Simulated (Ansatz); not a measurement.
SrTiO₃:
```yaml
crystal:
  lattice:
    - [3.93655, 0.00000, 0.00000]
    - [0.00000, 3.93655, 0.00000]
    - [0.00000, 0.00000, 3.93655]
  atoms:
    - { symbol: Sr, position: [0.00000, 0.00000, 0.00000] }
    - { symbol: Ti, position: [0.50000, 0.50000, 0.50000] }
    - { symbol: O, position: [0.50000, 0.00000, 0.50000] }
    - { symbol: O, position: [0.00000, 0.50000, 0.50000] }
    - { symbol: O, position: [0.50000, 0.50000, 0.00000] }
```

PBE in the plane-wave PAW code Ansatz gives a gap of 1.85 eV without spin–orbit coupling, maximum at R, minimum at Γ.

Question: What happens when spin–orbit coupling is switched on?

Answer: The gap decreases by 0.02 eV, to 1.83 eV; maximum at R, minimum at Γ.

Question: Give the electron effective mass with spin–orbit coupling, band 1 of 2 at the edge.

Answer: 1.1 along [100], 0.76 along [110], 0.63 along [111] (mₑ).

Question: Give the electron effective mass with spin–orbit coupling, band 2 of 2 at the edge.

Answer: 0.40 along [100], 0.47 along [110], 0.53 along [111] (mₑ).

Space group Pm-3m (cubic perovskite). The PBE relaxation kept the symmetry of its start. No spin polarisation was allowed.

Potentials: the earlier of the program's two PAW sets.
